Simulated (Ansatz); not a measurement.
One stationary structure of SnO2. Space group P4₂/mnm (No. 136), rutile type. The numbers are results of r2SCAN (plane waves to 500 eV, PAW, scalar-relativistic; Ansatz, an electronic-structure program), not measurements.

```cif
data_O4Sn2
_chemical_formula_sum 'Sn2 O4'
_space_group_name_H-M_alt 'P 1'
_space_group_IT_number 1
_cell_length_a 4.75847
_cell_length_b 4.75847
_cell_length_c 3.20017
_cell_angle_alpha 90.000
_cell_angle_beta 90.000
_cell_angle_gamma 90.000
loop_
_space_group_symop_operation_xyz
  'x, y, z'
loop_
_atom_site_label
_atom_site_type_symbol
_atom_site_fract_x
_atom_site_fract_y
_atom_site_fract_z
_atom_site_occupancy
Sn1 Sn 0.50000 0.50000 0.50000 1
Sn2 Sn 0.00000 0.00000 0.00000 1
O1 O 0.80590 0.80590 0.50000 1
O2 O 0.30590 0.69410 0.00000 1
O3 O 0.69410 0.30590 0.00000 1
O4 O 0.19410 0.19410 0.50000 1
```

For SnO2, the volume per atom is 12.08 Å³ and the density comes out as 6.91 g/cm³. The band gap comes out as 1.79 eV, direct at Γ (no spin-orbit coupling), the shortest distances comes out as O–Sn 2.06 Å; O–O 2.61 Å; Sn–Sn 3.20 Å and the k-mesh comes out as 7×7×10.

Band energies at high-symmetry points (eV from the VBM; labels of this space group; no spin-orbit coupling), from −5 eV up to 6.6 eV:

```csv
point,energies
Γ,-4.02 -4.02 -3.90 -3.12 -1.96 -1.86 -1.20 -1.20 -0.77 -0.77 0.00 1.79
X,-3.04 -3.04 -2.90 -2.90 -1.96 -1.96 -1.15 -1.15 -0.62 -0.62 5.01 5.01
M,-3.85 -3.85 -2.96 -2.96 -1.95 -1.95 -1.28 -1.28 -0.91 -0.91 5.46 5.46
Z,-4.17 -4.17 -3.70 -3.70 -2.57 -2.57 -1.66 -1.66 -1.26 -1.26
R,-4.14 -4.14 -1.72 -1.72 -1.10 -1.10 -0.67 -0.67
A,-4.96 -4.96 -2.50 -2.50 -2.33 -2.33 -0.95 -0.95 -0.85 -0.85 5.53 5.53
```

No spin polarisation in the result.

Measured for SnO2: a 4.73735 Å (room temperature; as listed in Zenji Hiroi, Progress in Solid State Chemistry (2015)); c 3.1864 Å (room temperature; as listed in Zenji Hiroi, Progress in Solid State Chemistry (2015)); gap 3.6 eV (0 K or low temperature; as listed in Wei Chen et al., Physical Review Materials (2018)). Computed minus measured — a: r2SCAN +0.4 %; c: r2SCAN +0.4 %; gap: r2SCAN -1.81 eV. The computed values are for a static lattice, and a measured gap can be an optical one, lowered by exciton binding.

The run could not lose the symmetry of its start; a randomly shaken copy of 12 atoms returns to this structure.
